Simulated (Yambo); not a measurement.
Data:

```
CELL_PARAMETERS angstrom
     -2.30156     2.30156     7.75389
      2.30156    -2.30156     7.75389
      2.30156     2.30156    -7.75389
ATOMIC_POSITIONS crystal
  H  0.85148 0.85148 0.00000
  H  0.14852 0.14852 0.00000
  H  0.00000 0.50000 0.50000
  H  0.50000 0.00000 0.50000
  Ca 0.00000 0.00000 0.00000
  Cs 0.64806 0.64806 0.00000
  Cs 0.35194 0.35194 0.00000
```

Workflow: PBEsol (pw.x of Quantum ESPRESSO, ONCV potentials, scalar-relativistic), then G0W0 in Yambo (4×4×4 Γ-centred k mesh, 164 bands and a 6 Ry block in the screening, 164 bands in G with the Bruneval-Gonze terminator, plasmon pole fitted at 27.2 eV).

Task: Give the PBEsol and G0W0 gaps between the band edges found on this mesh, and say where the edges lie.

Result: Edges: N → (0.25, -0.25, 0.25). PBEsol: 2.83 eV; G0W0: 5.14 eV. Nearest settings tried, and what they do to the gap: 2 Ry block (55 vectors against 295): -258 meV. Not varied: bands in G, bands in W, mesh. So the settings aren't converged at that level. 

Geometry of the Materials Project entry, not relaxed at this level.

The structure is a Materials Project entry; no match was found in the copy of COD used, and its stability was not checked.
